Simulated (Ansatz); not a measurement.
Ge:
```xyz
1
Lattice="1.4957 -2.3547 0.0000 1.4957 2.3547 0.0000 0.0000 0.0000 2.6595" Properties=species:S:1:pos:R:3 pbc="T T T"
Ge     1.4957     0.0000     1.3298
```

Relaxed with r²SCAN. Special points in fractions of this cell's reciprocal vectors: Γ (0.000, 0.000, 0.000); Y (-0.500, 0.500, 0.000); C0 (-0.351, 0.649, 0.000); Σ0 (0.351, 0.351, 0.000); Z (0.000, 0.000, 0.500); A0 (0.351, 0.351, 0.500); E0 (-0.351, 0.649, 0.500); T (-0.500, 0.500, 0.500); S (0.000, 0.500, 0.000); R (0.000, 0.500, 0.500).

Task: List the band energies nearest the Fermi level at these points for the program Ansatz at the r²SCAN with spin–orbit coupling level (PAW).

Result: In eV from the Fermi level; about four levels below and three above (degenerate sets whole), none deeper than 8.9 eV; points with the same levels are listed once.

```json
[
 {"k": "Γ", "below": "–", "above": "7.25 7.25 8.03 8.03"},
 {"k": "Y", "below": "-7.66 -7.66 -5.63 -5.63", "above": "2.74 2.74 7.14 7.14"},
 {"k": "C0", "below": "-3.96 -3.96 -3.18 -3.18", "above": "12.30 12.30 16.50 16.50"},
 {"k": "Z", "below": "-6.19 -6.19", "above": "11.24 11.24 12.61 12.61"},
 {"k": "A0", "below": "-1.21 -1.21 -0.70 -0.70", "above": "0.18 0.18 5.78 5.78"},
 {"k": "T", "below": "-2.41 -2.41 -1.46 -1.46", "above": "4.31 4.31 5.94 5.94"},
 {"k": "S", "below": "-8.87 -8.87 -6.01 -6.01", "above": "5.37 5.37 9.51 9.51"},
 {"k": "R", "below": "-2.75 -2.75 -2.33 -2.33", "above": "3.76 3.76 8.62 8.62"}
]
```

Space group Cmmm. The first step of the workflow began from a Materials Project structure, measured or hypothetical; the Crystallography Open Database copy checked does not list it. It is not the phase usual at ambient conditions (space group No. 227). The cell was relaxed with r²SCAN under the symmetry of its start; whether a distortion lowers the energy is not shown.

Potentials: the later of the program's two PAW sets.
